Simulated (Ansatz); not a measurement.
## Relaxing MoPb in the L10 type

First guess:

```yaml
crystal:
  lattice:
    - [3.32556, 0.00000, 0.00000]
    - [0.00000, 3.32556, 0.00000]
    - [0.00000, 0.00000, 4.52277]
  atoms:
    - { symbol: Mo, position: [0.00000, 0.00000, 0.00000] }
    - { symbol: Pb, position: [0.50000, 0.50000, 0.50000] }
```

Level of theory: DFT, r2SCAN, PAW with Ansatz's default frozen-core files, scalar-relativistic in Ansatz 0.2.0.

Cell and atoms relax within the symmetry of the start on a 11×11×8 k mesh with 0.05 eV Fermi–Dirac smearing.

The start is built from a prototype, known or not as a phase of this compound; the cutoff is 500 eV.

No spin–orbit coupling, which matters for the heavy atoms here.

(1) What is the pressure of the first guess?

(2) What does it relax to?

(3) How much energy does the relaxation release?

Answers

(1) -17.11 GPa.

(2) a = 3.387 Å, b = 3.387 Å, c = 3.387 Å, α = 90.00°, β = 90.00°, γ = 90.00° (conventional cell), 19.43 Å³ per atom:
```xyz
2
Lattice="3.3845 0.0000 0.0000 0.0000 3.3845 0.0000 0.0000 0.0000 3.3923" Properties=species:S:1:pos:R:3 pbc="T T T"
Mo    0.0000    0.0000    0.0000
Pb    1.6923    1.6923    1.6961
```
It has left the symmetry of the starting type.

(3) 533 meV/atom.
